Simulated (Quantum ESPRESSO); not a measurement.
```xyz
2
Lattice="0.0000 3.0321 3.0321 3.0321 0.0000 3.0321 3.0321 3.0321 0.0000" Properties=species:S:1:pos:R:3 pbc="T T T"
Zn     3.0321     3.0321     3.0321
Te     4.5482     4.5482     4.5482
```

Cell and atoms were relaxed with PBEsol from Materials Project entry mp-2176, within its symmetry.

Question: What does PBEsol (pw.x of Quantum ESPRESSO, ONCV potentials, with spin-orbit coupling) give for the electronic structure near the Fermi level?

Answer: The PBEsol gap is direct, 0.95 eV at Γ.
